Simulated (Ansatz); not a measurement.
# Calculated with Ansatz: Cd2W, relaxation

Input:

```yaml
crystal:
  lattice:
    - [3.40056134, 0.0, 0.0]
    - [1.70028067, -5.99543822, 0.0]
    - [0.0, 0.0, -5.34350956]
  atoms:
    - { symbol: Cd, position: [0.4299, 0.1402, 0.8833] }
    - { symbol: Cd, position: [0.5701, 0.8598, 0.3833] }
    - { symbol: Cd, position: [0.298, 0.404, 0.1997] }
    - { symbol: Cd, position: [0.702, 0.596, 0.6997] }
    - { symbol: W, position: [0.09314, 0.81372, 0.0], spin: 1, spin_axis: [-0.33115, 0.42881, 0.84051] }
    - { symbol: W, position: [0.90686, 0.18628, 0.5], spin: 1, spin_axis: [0.87871, -0.19167, 0.43718] }
  symmetry: { tolerance: 0.0003 }
kpoints:
  mp_grid: { grid: [6, 6, 4], shift: [0, 0, 0] }
magnetization:
  noncollinear: true
  spin_orbit: false
scf:
  occupations: { method: fermi_dirac }
  lower_state_search: "off"
hamiltonian:
  pseudopotentials: { kind: paw }
  xc: pbe
basis:
  ecutwfc: 420
  fft_grid_basis: typed
relax:
  max_steps: 80
  cell: { p_target: 0.0 }
output:
  forces: true
  stress: true
  eigenvalues: true
  bader: true
  populations: true
  elf: true
  write_potential: true
  volumetric_format: npy
  dos:
    e_range: [-12, 8]
    de: 0.05
    projected: { site_lists: { Cd: [Cd], W: [W] } }
    method: { smearing: { sigma: 0.1, scheme: gaussian } }
checkpoint:
  read: saved_state
```

The command:

```bash
ansatz run input.yaml --threads 2 --pin off --max-ram 3584MiB --backend cpu --events-out ev --progress --plain --runs-dir out
```

Origin of the cell: a known structure type with other elements, at an estimated volume, so it need not be a known compound.

The smearing width isn't typed, so it takes its default of 0.1 eV.

The saved state is a converged single point of the same cell.

Steps («new basis» is an SCF on plane waves selected anew at the same cell):

```csv
step,ΔF (meV/atom),max force component (eV/Å),P (GPa),volume (Å³),SCF iterations,step was
1,0.0,3.641,28.27,108.94,17,accepted
2,-419.6,1.581,6.59,121.60,14,accepted
3,-647.5,0.814,0.04,122.62,12,accepted
4,-834.1,0.803,-2.85,119.43,10,accepted
5,-984.0,0.637,-2.74,114.62,8,accepted
6,-1064.8,0.239,-0.99,110.86,8,accepted
7,-1099.7,0.316,0.82,109.74,8,accepted
8,-1159.7,0.545,1.70,109.48,8,accepted
9,-1207.8,0.970,2.47,108.65,8,accepted
10,-1218.8,0.498,-3.31,110.19,8,accepted
11,-1217.0,0.580,1.51,108.86,7,rejected
12,-1227.4,0.068,-0.68,109.15,10,accepted
13,-1228.6,0.010,-0.10,109.20,6,accepted
14,-1228.6,0.007,0.02,109.12,5,accepted
15,-1274.8,0.017,3.72,109.12,8,new basis
16,-1301.7,0.296,0.69,112.31,7,accepted
17,-1318.8,0.225,0.19,113.83,8,accepted
18,-1322.8,0.027,-0.09,114.24,7,accepted
19,-1322.9,0.006,0.00,114.10,6,accepted
20,-1323.2,0.006,0.01,114.10,6,new basis
```

Step 1, with forces in eV/Å:

```xyz
6
Lattice="3.401 0.000 0.000 1.700 -5.995 0.000 0.000 0.000 -5.344" Properties=species:S:1:pos:R:3:forces:R:3 pbc="T T T" step=1
Cd    1.700   -0.841   -4.720    0.000    1.254    2.069
Cd    3.401   -5.155   -2.048    0.000   -1.254    2.069
Cd    1.700   -2.422   -1.067    0.000   -3.641   -2.644
Cd    3.401   -3.573   -3.739    0.000    3.641   -2.644
W     1.700   -4.879    0.000    0.000   -1.140    0.575
W     3.401   -1.117   -2.672    0.000    1.140    0.575
```

Step 2, with forces in eV/Å:

```xyz
6
Lattice="3.470 0.000 0.000 1.735 -6.288 0.000 0.000 0.000 -5.573" Properties=species:S:1:pos:R:3:forces:R:3 pbc="T T T" step=2
Cd    1.735   -0.914   -4.899    0.000   -0.071    0.530
Cd    3.470   -5.374   -2.113    0.000    0.071    0.530
Cd    1.735   -2.666   -1.175    0.000   -1.581   -1.199
Cd    3.470   -3.621   -3.962    0.000    1.581   -1.199
W     1.735   -5.181    0.039    0.000   -0.806    0.668
W     3.470   -1.106   -2.748    0.000    0.806    0.668
```

Step 3, with forces in eV/Å:

```xyz
6
Lattice="3.372 0.000 0.000 1.686 -6.488 0.000 0.000 0.000 -5.605" Properties=species:S:1:pos:R:3:forces:R:3 pbc="T T T" step=3
Cd    1.686   -1.092   -4.941    0.000   -0.198    0.009
Cd    3.372   -5.396   -2.139    0.000    0.198    0.009
Cd    1.686   -2.944   -1.264    0.000   -0.695   -0.814
Cd    3.372   -3.544   -4.067    0.000    0.695   -0.814
W     1.686   -5.449    0.135    0.000   -0.524    0.805
W     3.372   -1.040   -2.667    0.000    0.524    0.805
```

Step 4, with forces in eV/Å:

```xyz
6
Lattice="3.206 0.000 0.000 1.603 -6.752 0.000 0.000 0.000 -5.517" Properties=species:S:1:pos:R:3:forces:R:3 pbc="T T T" step=4
Cd    1.603   -1.251   -4.905    0.000    0.153   -0.431
Cd    3.206   -5.501   -2.146    0.000   -0.153   -0.431
Cd    1.603   -3.240   -1.320    0.000    0.220   -0.372
Cd    3.206   -3.512   -4.078    0.000   -0.220   -0.372
W     1.603   -5.744    0.250    0.000   -0.166    0.803
W     3.206   -1.008   -2.508    0.000    0.166    0.803
```

Step 5, with forces in eV/Å:

```xyz
6
Lattice="3.071 0.000 0.000 1.536 -7.052 0.000 0.000 0.000 -5.292" Properties=species:S:1:pos:R:3:forces:R:3 pbc="T T T" step=5
Cd    1.536   -1.303   -4.776    0.000    0.221   -0.509
Cd    3.071   -5.750   -2.130    0.000   -0.221   -0.509
Cd    1.536   -3.471   -1.299    0.000    0.455   -0.128
Cd    3.071   -3.582   -3.945    0.000   -0.455   -0.128
W     1.536   -6.001    0.344    0.000   -0.230    0.637
W     3.071   -1.052   -2.302    0.000    0.230    0.637
```

Step 6, with forces in eV/Å:

```xyz
6
Lattice="2.935 0.000 0.000 1.468 -7.352 0.000 0.000 0.000 -5.137" Properties=species:S:1:pos:R:3:forces:R:3 pbc="T T T" step=6
Cd    1.468   -1.395   -4.658    0.000    0.043   -0.069
Cd    2.935   -5.957   -2.090    0.000   -0.043   -0.069
Cd    1.468   -3.551   -1.322    0.000    0.239   -0.156
Cd    2.935   -3.801   -3.890    0.000   -0.239   -0.156
W     1.468   -6.350    0.417    0.000   -0.109    0.225
W     2.935   -1.002   -2.152    0.000    0.109    0.225
```

Step 7, with forces in eV/Å:

```xyz
6
Lattice="2.921 0.000 0.000 1.461 -7.416 0.000 0.000 0.000 -5.066" Properties=species:S:1:pos:R:3:forces:R:3 pbc="T T T" step=7
Cd    1.461   -1.479   -4.523    0.000   -0.240    0.049
Cd    2.921   -5.937   -1.990    0.000    0.240    0.049
Cd    1.461   -3.429   -1.435    0.000    0.073   -0.316
Cd    2.921   -3.987   -3.968    0.000   -0.073   -0.316
W     1.461   -6.520    0.472    0.000   -0.281    0.267
W     2.921   -0.896   -2.061    0.000    0.281    0.267
```

Step 8, with forces in eV/Å:

```xyz
6
Lattice="2.933 0.000 0.000 1.466 -7.473 0.000 0.000 0.000 -4.996" Properties=species:S:1:pos:R:3:forces:R:3 pbc="T T T" step=8
Cd    1.466   -1.596   -4.384    0.000   -0.545    0.165
Cd    2.933   -5.877   -1.886    0.000    0.545    0.165
Cd    1.466   -3.294   -1.552    0.000   -0.047   -0.543
Cd    2.933   -4.179   -4.050    0.000    0.047   -0.543
W     1.466   -6.721    0.526    0.000   -0.046    0.377
W     2.933   -0.753   -1.972    0.000    0.046    0.377
```

Step 9, with forces in eV/Å:

```xyz
6
Lattice="2.934 0.000 0.000 1.467 -7.569 0.000 0.000 0.000 -4.893" Properties=species:S:1:pos:R:3:forces:R:3 pbc="T T T" step=9
Cd    1.467   -1.750   -4.227    0.000   -0.281    0.150
Cd    2.934   -5.818   -1.781    0.000    0.281    0.150
Cd    1.467   -3.206   -1.666    0.000   -0.053   -0.434
Cd    2.934   -4.363   -4.113    0.000    0.053   -0.434
W     1.467   -6.945    0.594    0.000    0.970    0.284
W     2.934   -0.624   -1.852    0.000   -0.970    0.284
```

Step 10, with forces in eV/Å:

```xyz
6
Lattice="2.914 0.000 0.000 1.457 -7.753 0.000 0.000 0.000 -4.878" Properties=species:S:1:pos:R:3:forces:R:3 pbc="T T T" step=10
Cd    1.457   -1.808   -4.200    0.000    0.350    0.003
Cd    2.914   -5.945   -1.761    0.000   -0.350    0.003
Cd    1.457   -3.304   -1.758    0.000    0.127   -0.011
Cd    2.914   -4.448   -4.197    0.000   -0.127   -0.011
W     1.457   -7.057    0.676    0.000   -0.498    0.008
W     2.914   -0.696   -1.763    0.000    0.498    0.008
```

Step 12, with forces in eV/Å:

```xyz
6
Lattice="2.912 0.000 0.000 1.456 -7.679 0.000 0.000 0.000 -4.882" Properties=species:S:1:pos:R:3:forces:R:3 pbc="T T T" step=12
Cd    1.456   -1.773   -4.205    0.000    0.047    0.025
Cd    2.912   -5.906   -1.765    0.000   -0.047    0.025
Cd    1.456   -3.269   -1.759    0.000    0.068   -0.018
Cd    2.912   -4.410   -4.200    0.000   -0.068   -0.018
W     1.456   -7.002    0.678    0.000   -0.058   -0.007
W     2.912   -0.676   -1.763    0.000    0.058   -0.007
```

Step 13, with forces in eV/Å:

```xyz
6
Lattice="2.921 0.000 0.000 1.460 -7.629 0.000 0.000 0.000 -4.901" Properties=species:S:1:pos:R:3:forces:R:3 pbc="T T T" step=13
Cd    1.460   -1.764   -4.219    0.000    0.010    0.000
Cd    2.921   -5.865   -1.769    0.000   -0.010    0.000
Cd    1.460   -3.243   -1.769    0.000    0.006    0.000
Cd    2.921   -4.386   -4.219    0.000   -0.006    0.000
W     1.460   -6.958    0.681    0.000    0.010    0.000
W     2.921   -0.671   -1.769    0.000   -0.010    0.000
```

Step 15, with forces in eV/Å:

```xyz
6
Lattice="2.919 0.000 0.000 1.460 -7.627 0.000 0.000 0.000 -4.901" Properties=species:S:1:pos:R:3:forces:R:3 pbc="T T T" step=15
Cd    1.460   -1.761   -4.220    0.000    0.004    0.004
Cd    2.919   -5.865   -1.770    0.000   -0.004    0.004
Cd    1.460   -3.242   -1.769    0.000    0.005   -0.004
Cd    2.919   -4.384   -4.219    0.000   -0.005   -0.004
W     1.460   -6.954    0.681    0.000   -0.017    0.000
W     2.919   -0.673   -1.770    0.000    0.017    0.000
```

Step 16, with forces in eV/Å:

```xyz
6
Lattice="2.907 0.000 0.000 1.453 -7.886 0.000 0.000 0.000 -4.899" Properties=species:S:1:pos:R:3:forces:R:3 pbc="T T T" step=16
Cd    1.453   -1.771   -4.218    0.000   -0.296    0.000
Cd    2.907   -6.116   -1.769    0.000    0.296    0.000
Cd    1.453   -3.320   -1.769    0.000    0.019    0.000
Cd    2.907   -4.566   -4.218    0.000   -0.019    0.000
W     1.453   -7.213    0.681    0.000    0.139    0.000
W     2.907   -0.673   -1.769    0.000   -0.139    0.000
```

Step 17, with forces in eV/Å:

```xyz
6
Lattice="2.886 0.000 0.000 1.443 -8.186 0.000 0.000 0.000 -4.818" Properties=species:S:1:pos:R:3:forces:R:3 pbc="T T T" step=17
Cd    1.443   -1.816   -4.148    0.000   -0.225   -0.002
Cd    2.886   -6.370   -1.739    0.000    0.225   -0.002
Cd    1.443   -3.388   -1.740    0.000   -0.083    0.002
Cd    2.886   -4.798   -4.148    0.000    0.083    0.002
W     1.443   -7.514    0.670    0.000    0.167    0.000
W     2.886   -0.673   -1.739    0.000   -0.167    0.000
```

Step 18, with forces in eV/Å:

```xyz
6
Lattice="2.866 0.000 0.000 1.433 -8.373 0.000 0.000 0.000 -4.760" Properties=species:S:1:pos:R:3:forces:R:3 pbc="T T T" step=18
Cd    1.433   -1.869   -4.099    0.000    0.015    0.001
Cd    2.866   -6.504   -1.719    0.000   -0.015    0.001
Cd    1.433   -3.472   -1.718    0.000    0.007    0.000
Cd    2.866   -4.901   -4.099    0.000   -0.007    0.000
W     1.433   -7.690    0.662    0.000   -0.027    0.000
W     2.866   -0.683   -1.718    0.000    0.027    0.000
```

Step 20, with forces in eV/Å:

```xyz
6
Lattice="2.864 0.000 0.000 1.432 -8.351 0.000 0.000 0.000 -4.770" Properties=species:S:1:pos:R:3:forces:R:3 pbc="T T T" step=20
Cd    1.432   -1.866   -4.107    0.000   -0.004    0.000
Cd    2.864   -6.486   -1.722    0.000    0.004    0.000
Cd    1.432   -3.463   -1.722    0.000    0.006    0.000
Cd    2.864   -4.888   -4.107    0.000   -0.006    0.000
W     1.432   -7.671    0.663    0.000    0.006    0.000
W     2.864   -0.681   -1.722    0.000   -0.006    0.000
```

* Free energy lowered by: 1323.2 meV/atom
* Volume change: 4.74 %
* Final pressure: 0.01 GPa
* Relaxation steps listed: 20
* Formation energy (elements under the same functional, gases as molecules, uncorrected): 0.436 eV/atom
* Gap on the mesh: none (metal)

Caveats: a starting moment was lost; no moments, though an odd count or open d shells may carry them; no spin-orbit coupling, though heavy elements are present; the k mesh is coarse if the cell is a metal; the relaxation held the start's symmetry, so the end may be a saddle point.

The run took 1900 s of wall time on 2 CPU thread(s) of a shared host, from a saved density.
